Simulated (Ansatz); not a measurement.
AlPt$_{3}$C:
```cif
data_CAlPt3
_chemical_formula_sum 'Al1 Pt3 C1'
_space_group_name_H-M_alt 'P 1'
_space_group_IT_number 1
_cell_length_a 4.17711
_cell_length_b 4.17711
_cell_length_c 4.17711
_cell_angle_alpha 90.000
_cell_angle_beta 90.000
_cell_angle_gamma 90.000
loop_
_space_group_symop_operation_xyz
  'x, y, z'
loop_
_atom_site_label
_atom_site_type_symbol
_atom_site_fract_x
_atom_site_fract_y
_atom_site_fract_z
_atom_site_occupancy
Al1 Al 0.00000 0.00000 0.00000 1
Pt1 Pt 0.00000 0.50000 0.50000 1
Pt2 Pt 0.50000 0.00000 0.50000 1
Pt3 Pt 0.50000 0.50000 0.00000 1
C1 C 0.50000 0.50000 0.50000 1
```

Relaxed with PBE.

Problem. Which orbitals make up the states near the Fermi level in PBE (plane waves, PAW; program Ansatz)?

Solution. Within 0.5 eV of the Fermi level: Pt 5d 56 %, C 2p 16 %, Al 3p 9 %, Al 3s 9 %, Pt 6s 7 %. Projections are on Löwdin-orthogonalised atomic valence shells; empty p or d shells of many metals are not among them.

Problem. Tabulate the density of states.

Solution. States/eV per cell of 5 atoms, in 0.25 eV bins, energy from the Fermi level.

```csv
E (eV),total,Pt 5d,Al 3p,C 2p
-7.85,1.14,0.46,0.04,0.42
-7.60,1.41,0.57,0.07,0.48
-7.35,2.40,1.11,0.13,0.63
-7.10,3.68,1.85,0.12,0.63
-6.85,4.06,2.05,0.07,0.80
-6.60,2.91,1.63,0.08,0.84
-6.35,2.23,1.40,0.04,0.65
-6.10,2.68,1.83,0.11,0.58
-5.85,1.91,1.32,0.22,0.17
-5.60,3.15,2.18,0.49,0.11
-5.35,4.62,3.40,0.65,0.16
-5.10,7.66,5.82,1.09,0.26
-4.85,7.17,5.58,0.84,0.47
-4.60,5.25,4.14,0.45,0.44
-4.35,4.72,3.99,0.33,0.22
-4.10,5.48,4.97,0.30,0.05
-3.85,3.61,3.36,0.09,0.05
-3.60,6.60,6.03,0.22,0.12
-3.35,5.97,5.13,0.31,0.19
-3.10,7.72,6.63,0.37,0.23
-2.85,4.54,4.16,0.19,0.05
-2.60,7.43,6.97,0.09,0.15
-2.35,6.88,6.47,0.08,0.09
-2.10,3.77,3.39,0.11,0.04
-1.85,2.28,2.03,0.05,0.02
-1.60,2.10,2.03,0.02,0.02
-1.35,3.01,2.94,0.02,0.03
-1.10,2.14,2.11,0.01,0.01
-0.85,0.87,0.70,0.10,0.04
-0.60,5.32,3.70,0.51,0.66
-0.35,3.74,2.47,0.37,0.54
-0.10,2.39,1.31,0.25,0.40
0.15,2.40,1.18,0.21,0.47
0.40,2.59,1.00,0.22,0.49
0.65,5.16,1.90,0.27,1.10
0.90,1.72,0.55,0.11,0.25
1.15,0.67,0.22,0.12,0.07
1.40,0.78,0.18,0.30,0.08
1.65,0.99,0.20,0.45,0.10
1.90,1.19,0.22,0.58,0.12
2.15,1.71,0.31,0.85,0.18
2.40,2.25,0.39,1.00,0.23
2.65,2.43,0.42,0.89,0.23
2.90,2.14,0.41,0.81,0.21
3.15,3.19,0.65,0.99,0.27
3.40,2.62,0.50,0.82,0.23
3.65,1.81,0.33,0.58,0.20
3.90,2.16,0.36,0.54,0.25
4.15,2.21,0.32,0.51,0.23
4.40,2.06,0.30,0.49,0.24
4.65,1.88,0.26,0.41,0.22
```

Space group Pm-3m (anti-perovskite). The start of the workflow was typed in or built on a structure type; neither database checked (COD, Materials Project) lists it. Whether it is the stable phase at ambient conditions was not checked. The PBE relaxation kept the symmetry of its start; whether a distortion lowers the energy is not shown. No spin polarisation was allowed. Its formation energy is positive at this level, so the cell may be metastable or incomplete. Scalar-relativistic: spin–orbit coupling is off unless named, which matters more the heavier the elements.

Potentials: the later of the program's two PAW sets.
